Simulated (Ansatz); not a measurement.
YAu:
Space group Cmcm (No. 63); a = 3.739 Å, b = 10.978 Å, c = 4.634 Å, α = β = γ = 90.00°

| atom | site | symmetry | x | y | z |
|---|---|---|---|---|---|
| Y | 4c | m2m | 0.0000 | 0.1384 | 0.7500 |
| Au | 4c | m2m | 0.0000 | 0.5876 | 0.2500 |
(The calculation used a cell of 4 atoms; values per cell refer to that cell.)

Relaxed with r²SCAN.

### Question
Which orbitals make up the states near the Fermi level in plane-wave PAW r²SCAN (Ansatz code)?

### Answer
Within 0.5 eV of the Fermi level: Y 4d 66 %, Y 5s 6 %, outside the projected shells 22 %. Projections are on Löwdin-orthogonalised atomic valence shells; empty p or d shells of many metals are not among them.

### Question
Tabulate the density of states.

### Answer
States/eV per cell of 4 atoms, in 0.25 eV bins, energy from the Fermi level.

| E (eV) | total | Au 5d | Y 4d | Au 6s |
|---|---|---|---|---|
| -7.85 | 0.06 | 0.00 | 0.00 | 0.03 |
| -7.60 | 0.25 | 0.00 | 0.00 | 0.12 |
| -7.35 | 0.40 | 0.01 | 0.01 | 0.20 |
| -7.10 | 0.60 | 0.04 | 0.02 | 0.31 |
| -6.85 | 0.86 | 0.09 | 0.05 | 0.44 |
| -6.60 | 1.27 | 0.26 | 0.11 | 0.59 |
| -6.35 | 3.24 | 1.32 | 0.48 | 1.14 |
| -6.10 | 7.82 | 5.92 | 0.76 | 0.88 |
| -5.85 | 10.79 | 9.76 | 0.61 | 0.16 |
| -5.60 | 13.33 | 11.93 | 0.79 | 0.26 |
| -5.35 | 8.95 | 8.11 | 0.48 | 0.21 |
| -5.10 | 7.79 | 6.93 | 0.40 | 0.20 |
| -4.85 | 12.19 | 11.38 | 0.46 | 0.13 |
| -4.60 | 9.70 | 9.01 | 0.33 | 0.17 |
| -4.35 | 7.99 | 7.23 | 0.30 | 0.21 |
| -4.10 | 1.84 | 1.05 | 0.17 | 0.38 |
| -3.85 | 2.09 | 0.92 | 0.31 | 0.61 |
| -3.60 | 2.56 | 0.84 | 0.62 | 0.85 |
| -3.35 | 2.76 | 0.65 | 0.88 | 1.00 |
| -3.10 | 0.91 | 0.11 | 0.37 | 0.32 |
| -2.85 | 0.55 | 0.05 | 0.22 | 0.17 |
| -2.60 | 0.25 | 0.02 | 0.10 | 0.05 |
| -2.35 | 0.23 | 0.02 | 0.08 | 0.03 |
| -2.10 | 0.47 | 0.04 | 0.19 | 0.07 |
| -1.85 | 0.69 | 0.05 | 0.30 | 0.08 |
| -1.60 | 1.01 | 0.07 | 0.47 | 0.09 |
| -1.35 | 1.26 | 0.08 | 0.62 | 0.08 |
| -1.10 | 1.98 | 0.12 | 1.07 | 0.08 |
| -0.85 | 2.72 | 0.13 | 1.66 | 0.09 |
| -0.60 | 2.73 | 0.10 | 1.68 | 0.11 |
| -0.35 | 2.19 | 0.07 | 1.48 | 0.09 |
| -0.10 | 2.82 | 0.08 | 1.96 | 0.08 |
| 0.15 | 2.81 | 0.09 | 1.82 | 0.08 |
| 0.40 | 3.05 | 0.11 | 1.89 | 0.08 |
| 0.65 | 2.37 | 0.14 | 1.67 | 0.06 |
| 0.90 | 3.26 | 0.27 | 2.59 | 0.06 |
| 1.15 | 3.97 | 0.30 | 3.22 | 0.05 |
| 1.40 | 4.38 | 0.33 | 3.59 | 0.06 |
| 1.65 | 3.83 | 0.27 | 3.15 | 0.04 |
| 1.90 | 2.83 | 0.17 | 2.35 | 0.03 |
| 2.15 | 2.23 | 0.11 | 1.88 | 0.03 |
| 2.40 | 1.81 | 0.09 | 1.51 | 0.02 |
| 2.65 | 2.79 | 0.11 | 2.29 | 0.04 |
| 2.90 | 3.55 | 0.14 | 3.01 | 0.03 |

The workflow started from a Materials Project entry (that database holds measured and hypothetical structures alike); the Crystallography Open Database copy checked does not list it. COD files the formula under space group No. 221, so this cell is another polymorph or a model. Whether it is the stable phase at ambient conditions was not checked. The cell was relaxed with r²SCAN under the symmetry of its start; whether a distortion lowers the energy is not shown. No spin polarisation was allowed. Axis ratios of metals converge slowly with the k-mesh, so a and c are less sure than the volume. Scalar-relativistic: spin–orbit coupling is off unless named, which matters more the heavier the elements.

Potentials: the later of the program's two PAW sets.
